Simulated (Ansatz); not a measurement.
BaAg$_{2}$SnSe$_{4}$ in space group I222 (No. 23; Ba on 2a, Ag on 4j, Sn on 2c, Se on 8k) at seven volumes, plane-wave PAW PBEsol (Ansatz code), shape and atoms relaxed at each. One row is withheld.

```
V (Å³/atom)  P (GPa)
-----------  -------
24.757          4.08
25.573          2.46
26.390          1.12
27.206          0.00
28.022         -0.91
28.838         -1.58
29.654             ?
```

### Question
Fit the shown pressures and predict the withheld one.

### Answer
P = (3/2)B₀(x^(7/2) − x^(5/2))[1 + (3/4)(B′ − 4)(x − 1)] with x = (V₀/V)^(2/3). Least squares on the six rows gives V₀ = 27.215 Å³/atom, B₀ = 32.8 GPa, B′ = 5.86. At V = 29.654, x = 0.9444 and P = -2.19 GPa. The run itself gave -2.13 GPa.

The workflow started from a Materials Project entry (that database holds measured and hypothetical structures alike); the Crystallography Open Database files this formula in space group No. 23, but the cells were not matched. Its standing as an ambient phase is unchecked. Symmetry was held in the PBEsol relaxation; whether a distortion lowers the energy is not shown. The run is not spin-polarised. Spin–orbit coupling is left out wherever it is not named.

Potentials: the later of the program's two PAW sets.
